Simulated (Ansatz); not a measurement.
Input:

SnSb:
Space group Pm-3m (No. 221); a = b = c = 3.708 Å, α = β = γ = 90.00°

```json
[
 {"atom": "Sn", "site": "1b", "symmetry": "m-3m", "x": "0.5000", "y": "0.5000", "z": "0.5000"},
 {"atom": "Sb", "site": "1a", "symmetry": "m-3m", "x": "0.0000", "y": "0.0000", "z": "0.0000"}
]
```

This is the LDA-relaxed structure.

Q: All from LDA (plane waves, PAW; program Ansatz), unless another level is named. Predict the Hill bulk and shear moduli.

A: 64.2 and 18.7 GPa.

Q: And the highest zone-centre frequency?

A: 80 cm⁻¹.

The first step of the workflow began from a Materials Project structure, measured or hypothetical; the Crystallography Open Database copy checked does not list it. COD files the formula under space group No. 166, 225, so this cell is another polymorph or a model. Whether it is the stable phase at ambient conditions was not checked. The LDA relaxation kept the symmetry of its start; of distortions, only those at the zone centre were tested. As this level gives no gap, shear constants depend on the k-mesh and smearing (Fermi–Dirac, 0.1 eV here). As this level gives no gap, phonon frequencies hold no LO–TO term and depend on the k-mesh and smearing (Fermi–Dirac, 0.1 eV here). Spin–orbit coupling is left out wherever it is not named.

Potentials: the later of the program's two PAW sets.
